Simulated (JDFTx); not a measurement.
Reference run:

Al(111) slab cut from bulk Al (space group Fm-3m, indices of the conventional cell, lattice of the Materials Project entry mp-134, not re-optimised): 4 atoms in 4 planes, a 1x1 cell of 7.06 Å² (|a| = 2.856, |b| = 2.856 Å), 7.0 Å between the outermost planes, cell height 23.0 Å, 8×8×1 k mesh, Fermi smearing 0.01 Ha, no spin polarisation.

The reference is PBE, GBRV ultrasoft potentials, plane waves to 20/100 Ha; code: JDFTx (a modified build). Unrelaxed; liquid: linear PCM (GLSSA13), water, 1 M KF. Potentials refer to SHE, placed 4.44 V below the bulk liquid's zero by convention.

| density cutoff alone | work function (eV) | U_pzc (V) | mean C below U_pzc (μF/cm²) | k states × plane waves | cycles, vacuum run | rough core time, vacuum run |
|---|---|---|---|---|---|---|
| 80 Ha | 4.10 | -0.62 | 16 over 0.5 V | 10 × 4686 | 17 | 2 min |
| 100 Ha | 4.10 | -0.63 | 15 over 0.5 V | 10 × 4686 | 17 | 2 min |
| 130 Ha | 4.10 | -0.62 | 15 over 0.5 V | 10 × 4686 | 17 | 2 min |
| 200 Ha | 4.10 | -0.62 | 15 over 0.5 V | 10 × 4686 | 17 | 3 min |

The work function stays within 0.01 eV over all these settings; capacitances repeat to about ±0.2 μF/cm². The times are rough (shared hosts); only ratios past two mean anything.
